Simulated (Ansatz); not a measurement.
MoPd:
```xyz
4
Lattice="1.3290 -5.3122 0.0000 1.3290 5.3122 0.0000 0.0000 0.0000 4.3520" Properties=species:S:1:pos:R:3 pbc="T T T"
Mo     1.3290    -1.8514     1.0880
Pd     1.3290    -4.5737     1.0880
Mo     1.3290     1.8514     3.2640
Pd     1.3290     4.5737     3.2640
```

Relaxed with PBE. Special points in fractions of this cell's reciprocal vectors: Γ (0.000, 0.000, 0.000); Y (-0.500, 0.500, 0.000); C0 (-0.266, 0.734, 0.000); Σ0 (0.266, 0.266, 0.000); Z (0.000, 0.000, 0.500); A0 (0.266, 0.266, 0.500); E0 (-0.266, 0.734, 0.500); T (-0.500, 0.500, 0.500); S (0.000, 0.500, 0.000); R (0.000, 0.500, 0.500).

Task: List the band energies nearest the Fermi level at these points for the program Ansatz at the PBE level (PAW).

Result: In eV from the Fermi level; about four levels below and three above (degenerate sets whole), none deeper than 8.9 eV; points with the same levels are listed once.

| k | below | above |
|---|---|---|
| Γ | -1.68 -1.67 -1.50 -1.08 | 1.56 1.77 1.78 |
| Y | -1.74 -1.56 -1.32 -1.23 | 0.97 1.84 2.01 |
| C0 | -2.08 -1.68 -0.92 -0.01 | 0.54 1.24 1.37 |
| Z | -1.54 -1.54 -0.19 -0.19 | 0.66 0.66 1.52 1.52 |
| A0 | -0.61 -0.61 -0.30 -0.30 | 1.21 1.21 2.78 2.78 |
| T | -1.71 -1.71 -1.52 -1.52 | 0.63 0.63 1.86 1.86 |
| S | -2.31 -2.11 -1.34 -1.30 | 0.08 0.41 0.51 |
| R | -1.60 -1.60 -0.69 -0.69 | 0.07 0.07 0.72 0.72 |

Space group Cmcm. The start of the workflow was typed in or built on a structure type; neither database checked (COD, Materials Project) lists it. Its standing as an ambient phase is unchecked. The PBE relaxation kept the symmetry of its start; whether a distortion lowers the energy is not shown. The run is not spin-polarised. Spin–orbit coupling is left out wherever it is not named.

Potentials: the later of the program's two PAW sets.
